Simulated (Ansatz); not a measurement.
KTaO3:
```
KTaO3
1.0
    4.02321     0.00000     0.00000
    0.00000     4.02321     0.00000
    0.00000     0.00000     4.02321
K Ta O
1 1 3
Direct
  0.50000   0.50000   0.50000
  0.00000   0.00000   0.00000
  0.00000   0.50000   0.00000
  0.50000   0.00000   0.00000
  0.00000   0.00000   0.50000
```

Relaxed with PBE. Special points in fractions of this cell's reciprocal vectors: Γ (0.000, 0.000, 0.000); X (0.000, 0.500, 0.000); M (0.500, 0.500, 0.000); R (0.500, 0.500, 0.500).

Q: List the band energies nearest the valence-band maximum at these points for PBE (plane waves, PAW; program Ansatz).

A: In eV from the valence-band maximum; about four levels below and three above (degenerate sets whole), none deeper than 8.9 eV; points with the same levels are listed once.

| k | below | above |
|---|---|---|
| Γ | -1.02 -1.02 -1.02 -0.64 -0.64 -0.64 | 2.17 2.17 2.17 |
| X | -2.07 -1.45 -0.85 -0.85 | 2.32 4.89 4.89 |
| M | -1.69 -1.40 -1.40 -0.04 | 4.92 4.92 6.16 |
| R | -3.81 -3.81 -3.81 0.00 0.00 0.00 | 6.28 6.28 6.28 |

Space group Pm-3m (cubic perovskite). The cell was relaxed with PBE under the symmetry of its start. No spin polarisation was allowed. Spin–orbit coupling is left out wherever it is not named.

Potentials: the earlier of the program's two PAW sets.
